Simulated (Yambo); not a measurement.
GaAs (zinc blende, space group F-43m, No. 216), G0W0@LDA (Yambo, plasmon pole, terminator in G, 4×4×4 mesh): gap Γ → Γ in eV by bands and screening block.

| bands (W and G) | 2 Ry | 4 Ry | 6 Ry | 8 Ry | 10 Ry |
|---|---|---|---|---|---|
| 28 | 1.41 | 1.45 | 1.45 | 1.46 | 1.46 |
| 43 | 1.35 | 1.40 | 1.40 | 1.41 | 1.41 |
| 61 | 1.33 | ? | 1.37 | 1.37 | 1.37 |
| 86 | ? | 1.34 | 1.34 | 1.34 | 1.35 |
| 111 | ? | 1.32 | 1.32 | 1.32 | 1.33 |

Problem. Estimate the withheld gaps from their neighbours; the computed values follow.

Solution. 
- 61, 4 Ry: 1.36
- 86, 2 Ry: 1.31
- 111, 2 Ry: 1.29

The largest settings aren't shown to be the converged limit.

The standard potentials for As, Ga keep a d shell in the valence without the s and p states of that shell. In tests on such compounds this moved G0W0 gaps by up to about 0.9 eV, so absolute quasiparticle energies here are unreliable; differences between settings are what counts.

Spin-orbit coupling is not included.

Geometry relaxed with LDA; primitive cell a = 3.960 Å, b = 3.960 Å, c = 3.960 Å, α = 60.00°, β = 60.00°, γ = 60.00°.
